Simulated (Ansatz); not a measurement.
CeTaN3 in space group R3c (No. 161; Ce on 6a, Ta on 6a, N on 18b), the program Ansatz at the r²SCAN level (PAW). The conduction-band minimum lies on the S2–F line, 21 % of the way from S2, with 12 equivalent valleys. Second derivatives d²E/dk² of the lowest band at one valley (eV·Å²), along Cartesian directions:

```tsv
direction	d²E/dk²
[100]	2.089
[010]	2.007
[001]	3.478
[110]	2.201
[101]	4.783
[011]	3.932
```

Q: Find the principal effective masses, the density-of-states mass and the conductivity mass.

A: Off-diagonal terms follow from H_xy = H[110] − (H_xx + H_yy)/2, and m*/mₑ = 7.620 eV·Å² over each eigenvalue: 1.5, 4.0, 18. One valley's DOS mass (m₁m₂m₃)^(1/3) = 4.7, conductivity mass 3/(Σ 1/mᵢ) = 3.0 mₑ.

Q: What effective density of states Nc follows at 300 K for parabolic valleys?

A: Nc = 2.509e19 × 12 × (4.7)^(3/2) ≈ 3.1e21 cm⁻³.

The start of the workflow was typed in or built on a structure type; neither database checked (COD, Materials Project) lists it. Its standing as an ambient phase is unchecked. The r²SCAN relaxation kept the symmetry of its start; whether a distortion lowers the energy is not shown. The workflow began spin-polarised and lost its moments. The 4f shell is in the valence. No Hubbard U is applied. Scalar-relativistic: spin–orbit coupling is off unless named, which matters more the heavier the elements.

Potentials: the earlier of the program's two PAW sets. The files were generated under PBE; for other functionals the program regenerates the frozen cores, and for LDA and PBEsol the local potential too.

Edges and masses are those of Kohn–Sham bands, whose gap is no quasiparticle gap.
